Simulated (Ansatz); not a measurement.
Relaxed GaSb (zinc blende):

```
CELL_PARAMETERS angstrom
      0.00000     6.21351     6.21351
      3.10675     0.00000     3.10675
      3.10675     3.10675     0.00000
ATOMIC_POSITIONS crystal
  Sb 0.37500 0.75000 0.75000
  Sb 0.87500 0.75000 0.75000
  Ga 0.00000 0.00000 0.00000
  Ga 0.50000 0.00000 0.00000
```

Method: PBE (plane waves to 420 eV, PAW, scalar-relativistic; Ansatz, an electronic-structure program). k mesh 11×11×11 (Γ-centred), Fermi-Dirac smearing 0.05 eV. With partly filled bands, energies and forces of such displacements shift with the k mesh and the smearing. At this level the bands of GaSb touch or barely overlap; measurements give the solid a gap. GaSb was relaxed with its symmetry unable to fall. Spin-orbit coupling is left out, though Sb is heavy.

One atom of the cell was then moved (with its periodic images), all else fixed, and the forces (eV/Å) came out as:

```tsv
atom	Fx	Fy	Fz
Sb1	-0.017	0.047	0.047
Sb2	-0.820	-0.890	-0.890
Ga3	0.901	0.692	0.692
Ga4	-0.063	0.150	0.150
```

**Question.** Which atom was moved, and by which vector (Å)?

**Answer.** Sb2, by (0.09, 0.09, 0.09), 0.16 Å in all.

(A displaced cell: forces are minus the slopes of the energy, force constants its curvatures, and phonons follow from these.)
